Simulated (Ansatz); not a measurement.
AlSiCN:
```cif
data_CAlNSi
_chemical_formula_sum 'Al1 Si1 C1 N1'
_space_group_name_H-M_alt 'P 1'
_space_group_IT_number 1
_cell_length_a 3.07175
_cell_length_b 3.07175
_cell_length_c 4.99104
_cell_angle_alpha 90.000
_cell_angle_beta 90.000
_cell_angle_gamma 120.000
loop_
_space_group_symop_operation_xyz
  'x, y, z'
loop_
_atom_site_label
_atom_site_type_symbol
_atom_site_fract_x
_atom_site_fract_y
_atom_site_fract_z
_atom_site_occupancy
Al1 Al 0.33333 0.66667 0.50710 1
Si1 Si 0.66667 0.33333 0.99744 1
C1 C 0.33333 0.66667 0.10855 1
N1 N 0.66667 0.33333 0.63690 1
```

Relaxed with LDA.

### Question
Give the optical modes at the zone centre with their infrared and Raman activity from DFPT, the program Ansatz at the LDA level (PAW).

### Answer
Transverse frequencies, without the LO–TO term; a row sums one degenerate level.

| ω (cm⁻¹) | degeneracy | IR ((D/Å)²/amu) | Raman (Å⁴/amu) | activity | symmetry |
|---|---|---|---|---|---|
| 247 | 2 | 0.14 | 1.9 | IR+Raman | E |
| 545 | 1 | 7.53 | 1.0 | IR+Raman | A1 |
| 655 | 2 | 25.04 | 12 | IR+Raman | E |
| 702 | 1 | 35.73 | 34 | IR+Raman | A1 |
| 784 | 1 | 0.00 | 9.0 | Raman | A1 |
| 806 | 2 | 51.58 | 18 | IR+Raman | E |

### Question
How high does the top mode go among those that the LO–TO term moves?

### Answer
976 cm⁻¹ for q along x, 976 cm⁻¹ for q along y, 929 cm⁻¹ for q along z.

Space group P3m1. The first step of the workflow began from a Materials Project structure, measured or hypothetical; the Crystallography Open Database copy checked does not list it. Its standing as an ambient phase is unchecked. Symmetry was held in the LDA relaxation; whether a distortion lowers the energy is not shown.

Potentials: the later of the program's two PAW sets.
